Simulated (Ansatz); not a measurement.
Level of theory: DFT PBE, scalar-relativistic, plane waves, PAW, and for the lanthanide a 4f-in-core norm-conserving potential, in Ansatz 0.2.0. Each cell gets a short relaxation within its symmetry: 630 eV, a coarse mesh through Γ, smearing of 0.2 eV, at most 16 steps to 0.08 eV/Å and 0.8 GPa. No spin polarisation. Energies are free energies per atom, good to about 0.1 eV/atom between metallic cells, end volumes are rough, and groups of ends are read at 0.1 Å.

Two unrelaxed guesses for Dy5C:

Cell 1.

```cif
data_structure
_symmetry_space_group_name_H-M 'P4'
_symmetry_Int_Tables_number 75
_cell_length_a 4.8764
_cell_length_b 4.8764
_cell_length_c 6.3349
_cell_angle_alpha 90.000
_cell_angle_beta 90.000
_cell_angle_gamma 90.000
_cell_volume 150.64
loop_
_atom_site_label
_atom_site_type_symbol
_atom_site_symmetry_multiplicity
_atom_site_Wyckoff_symbol
_atom_site_fract_x
_atom_site_fract_y
_atom_site_fract_z
_atom_site_occupancy
Dy1 Dy 4 d 0.76902 0.77393 0.92859 1
Dy2 Dy 1 b 0.50000 0.50000 0.12995 1
C1 C 1 b 0.50000 0.50000 0.83323 1
```

Cell 2.

```cif
data_structure
_symmetry_space_group_name_H-M 'Immm'
_symmetry_Int_Tables_number 71
_cell_length_a 5.6900
_cell_length_b 6.9251
_cell_length_c 7.2721
_cell_angle_alpha 90.000
_cell_angle_beta 90.000
_cell_angle_gamma 90.000
_cell_volume 286.55
loop_
_atom_site_label
_atom_site_type_symbol
_atom_site_symmetry_multiplicity
_atom_site_Wyckoff_symbol
_atom_site_fract_x
_atom_site_fract_y
_atom_site_fract_z
_atom_site_occupancy
Dy1 Dy 4 e 0.72563 0.00000 0.00000 1
Dy2 Dy 4 g 0.50000 0.79011 0.50000 1
Dy3 Dy 2 c 0.00000 0.00000 0.50000 1
C1 C 2 a 0.00000 0.00000 0.00000 1
```

Question: Which is lower as given, and which after relaxing?

Answer: As given, cell 2 is lower by 1.75 eV/atom. Relaxed, cell 2 is lower by 0.50 eV/atom, so the order holds. Cell 1 goes from P4 at 25.1 Å³/atom to P4/m at 34.0 Å³/atom and gains 4.49 eV/atom. Cell 2 goes from Immm at 23.9 Å³/atom to Immm at 28.4 Å³/atom and gains 3.24 eV/atom. The closest pair in cell 1 goes from Dy–C at 1.88 Å to Dy–C at 2.34 Å. The closest pair in cell 2 goes from Dy–C at 1.56 Å to Dy–C at 2.36 Å. At the end: counting Dy atoms around C (those within 1.25 times the shortest such distance or 1.15 times the sum of covalent radii, 1.27 where that leaves under three), cell 1 and cell 2 both have C 6.

The lanthanide is trivalent by construction, without f bands, f moments or other valences.
